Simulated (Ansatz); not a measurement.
Consider the following.

YCu:
```cif
data_CuY
_chemical_formula_sum 'Y1 Cu1'
_space_group_name_H-M_alt 'Pm-3m'
_space_group_IT_number 221
_space_group_name_Hall '-P 4 2 3'
_cell_length_a 3.46293
_cell_length_b 3.46293
_cell_length_c 3.46293
_cell_angle_alpha 90.000
_cell_angle_beta 90.000
_cell_angle_gamma 90.000
loop_
_atom_site_label
_atom_site_type_symbol
_atom_site_symmetry_multiplicity
_atom_site_Wyckoff_symbol
_atom_site_fract_x
_atom_site_fract_y
_atom_site_fract_z
_atom_site_occupancy
Y1 Y 1 a 0.00000 0.00000 0.00000 1
Cu1 Cu 1 b 0.50000 0.50000 0.50000 1
```

This is the r²SCAN-relaxed structure.

Q: All from the program Ansatz at the r²SCAN level (PAW), unless another level is named. Give the highest zone-centre frequency.

A: 145 cm⁻¹.

Q: Predict the Debye temperature from the elastic constants.

A: 297 K.

Q: What about the elastic constants (relaxed ions, GPa)?

A: C11 = 124, C12 = 50.2, C44 = 37.0.

The first step of the workflow began from a Materials Project structure, measured or hypothetical; the Crystallography Open Database copy checked does not list it. With Y and Cu taken as one species the cell has the higher symmetry Im-3m, so it may be an ordered model of a mixed-site phase. Whether it is the stable phase at ambient conditions was not checked. The r²SCAN relaxation kept the symmetry of its start; of distortions, only those at the zone centre were tested. The run is not spin-polarised. As this level gives no gap, shear constants depend on the k-mesh and smearing (Fermi–Dirac, 0.1 eV here). As this level gives no gap, phonon frequencies hold no LO–TO term and depend on the k-mesh and smearing (Fermi–Dirac, 0.1 eV here).

Potentials: the later of the program's two PAW sets.
